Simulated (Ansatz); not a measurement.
Here is the system:

Mo$_{3}$S$_{4}$:
```yaml
crystal:
  lattice:
    - [4.52943, 2.61507, 3.59213]
    - [-4.52943, 2.61507, 3.59213]
    - [0.00000, -5.23014, 3.59213]
  atoms:
    - { symbol: Mo, position: [0.21023, 0.40571, 0.55199] }
    - { symbol: Mo, position: [0.55199, 0.21023, 0.40571] }
    - { symbol: Mo, position: [0.40571, 0.55199, 0.21023] }
    - { symbol: Mo, position: [0.78977, 0.59429, 0.44801] }
    - { symbol: Mo, position: [0.44801, 0.78977, 0.59429] }
    - { symbol: Mo, position: [0.59429, 0.44801, 0.78977] }
    - { symbol: S, position: [0.21963, 0.21963, 0.21963] }
    - { symbol: S, position: [0.78037, 0.78037, 0.78037] }
    - { symbol: S, position: [0.38733, 0.13169, 0.73702] }
    - { symbol: S, position: [0.73702, 0.38733, 0.13169] }
    - { symbol: S, position: [0.13169, 0.73702, 0.38733] }
    - { symbol: S, position: [0.61267, 0.86831, 0.26298] }
    - { symbol: S, position: [0.26298, 0.61267, 0.86831] }
    - { symbol: S, position: [0.86831, 0.26298, 0.61267] }
```

This is the LDA-relaxed structure.

### Question
All from LDA (plane waves, PAW; program Ansatz), unless another level is named. Give the electronic character.

### Answer
metallic (no gap).

### Question
Predict the density of states at the Fermi level.

### Answer
0.46 states/eV per atom (mean over ±0.08 eV).

### Question
Predict the formation energy from the elements (no fitted shifts).

### Answer
-808 meV/atom.

Space group R-3. The workflow started from an entry of the Crystallography Open Database (COD). Its standing as an ambient phase is unchecked. Symmetry was held in the LDA relaxation; of distortions, only those at the zone centre were tested. No spin polarisation was allowed. The references are the lowest solids computed at this level, not always the standard phases. Spin–orbit coupling is left out wherever it is not named.

Potentials: the later of the program's two PAW sets.
